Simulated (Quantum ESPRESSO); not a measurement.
```
GaAlN2
1.0
    3.14665     0.00000     0.00000
   -1.57333     2.72508     0.00000
    0.00000     0.00000     5.09823
N Al Ga
2 1 1
Cartesian
  1.57333   0.90836   0.57369
  0.00000   0.00000   3.19733
  0.00000   0.00000   5.09575
  1.57333   0.90836   2.53486
```

Cell and atoms were relaxed with PBEsol from Materials Project entry mp-1228894, within its symmetry.

**Question.** What does PBEsol (pw.x of Quantum ESPRESSO, ONCV potentials, with spin-orbit coupling) give for the electronic structure near the Fermi level?

**Answer.** The PBEsol gap is direct, 2.84 eV at Γ. 

The structure is a Materials Project entry; no match was found in the copy of COD used, and its stability was not checked.
